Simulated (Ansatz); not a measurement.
Zr (hcp, Mg type)

```
CELL_PARAMETERS angstrom
      3.18473     0.00000     0.00000
     -1.59237     2.75806     0.00000
      0.00000     0.00000     5.11724
ATOMIC_POSITIONS crystal
  Zr 0.33333 0.66667 0.75000
  Zr 0.66667 0.33333 0.25000
```

The slice is a (1 -1 0 0) plane (indices of the conventional cell) through the point (0.333, 0.667, 0.750) (fractional), spanned by u = [110] and v = [001] in vectors of this cell: u (3.18 Å) and v (5.12 Å, at 90° to u). It covers one period; positions are fractions (u, v).

All values below come from PBEsol (plane waves to 420 eV, PAW, scalar-relativistic; Ansatz, a quantum-chemistry and plane-wave program). k mesh 17×17×9. Near the nuclei the fields are pseudised (PAW); where an atom keeps semicore shells as valence, they peak there. The PAW data are Ansatz's earlier set. Zr is run without spin polarisation. Zr was relaxed with its symmetry unable to fall.

What is the valence density on the shortest Zr–Zr line in this plane (3.18 Å), at its midpoint?

0.18 e/Å³.

What is the ELF at the midpoint of the shortest Zr–Zr line in this plane (3.18 Å)?

0.2.

Predict the map of the electron localisation function (ELF) on the slice.


```
|xxxxxx@@**..  ....  ..**@@xxxx|
|xxxx@@%%==    ::::    ==%%@@xx|
|@@@@%%++..  ..----..  ..++%%@@|
|####==..    ::====::    ..==##|
|::::      ..--====--..      ::|
|..........::::----::::........|
|====----::....    ....::----==|
|##**++--..            ..--++**|
|%%##++::                ::++##|
|%%##++..    ..::::..    ..++##|
|%%##==..  ..--++++--..  ..==##|
|%%##==..  ..==++++==..  ..==##|
|%%##==..  ..--++++--..  ..==##|
|%%##++..    ..::::..    ..++##|
|%%##++::                ::++##|
|##**++--..            ..--++**|
|====----::....    ....::----==|
|..........::::----::::........|
|::::      ..--====--..      ::|
|####==..    ::====::    ..==##|
|@@@@%%++..  ..----..  ..++%%@@|
|xxxx@@%%==    ::::    ==%%@@xx|
|xxxxxx@@**..  ....  ..**@@xxxx|
|xxxxxx@@##..  ....  ..##@@xxxx|
```
Scale: ten equal steps from 0.15 (start of ' ') to 0.79 (end of '@'), in the order ' .:-=+*#%@'. Values: electron localisation function (ELF). The map has 15 points along u (two characters each, u = 0 at the left) and 24 along v (v = 0 in the bottom row). Points within 0.5 Å of a nucleus are blanked (x), as the pseudised field means little there.
